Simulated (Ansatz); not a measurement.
**ScIr₃: computed property card**

ScIr₃ (Cu3Au type, Pm-3m), a = 3.896 Å, b = 3.896 Å, c = 3.896 Å, α = 90.00°, β = 90.00°, γ = 90.00°.

Space group Pm-3m (No. 221), Cu3Au type; conventional cell a = 3.8961 Å, b = 3.8961 Å, c = 3.8961 Å, α = 90.00°, β = 90.00°, γ = 90.00°.

Method: the program Ansatz at the PBEsol level (PAW). The cell and atoms are relaxed at this level. Other levels are named where they apply.

Cell and energy:

```yaml
volume_per_atom: 14.79 Å³
density: 17.45 g/cm³
Formation energy from the elements (no fitted shifts): -0.59 eV/atom
```

Electronic structure:

```yaml
electronic_character: metallic (no gap)
Density of states at the Fermi level: 1.1 states/eV per atom (mean over ±0.08 eV)
Gap with spin–orbit coupling: none (metallic)
```

Mechanics:

```yaml
Bulk modulus (Birch–Murnaghan fit): 2720 kbar
Pressure derivative B′: 4.8
Elastic constants (relaxed ions, GPa): C11 = 380, C12 = 218, C44 = 187
mechanical_stability: stable (all eigenvalues of C positive)
hill_bulk_and_shear_moduli: 272 and 134 GPa
Young's modulus: 345 GPa
Poisson's ratio: 0.29
debye_temperature_from_the_elastic_constants: 374 K
```

Phonons:

```yaml
highest_zone_centre_frequency: 267 cm^-1
zone_centre_stability: no imaginary mode at Γ
```

The workflow started from a Materials Project entry (that database holds measured and hypothetical structures alike); the Crystallography Open Database copy checked does not list it. Its standing as an ambient phase is unchecked. Symmetry was held in the PBEsol relaxation. The run is not spin-polarised. As this level gives no gap, shear constants depend on the k-mesh and smearing (Fermi–Dirac, 0.1 eV here). As this level gives no gap, phonon frequencies hold no LO–TO term and depend on the k-mesh and smearing (Fermi–Dirac, 0.1 eV here). The references are the lowest solids computed at this level, not always the standard phases. Scalar-relativistic: spin–orbit coupling is off unless named, which matters more the heavier the elements.

Potentials: the later of the program's two PAW sets.
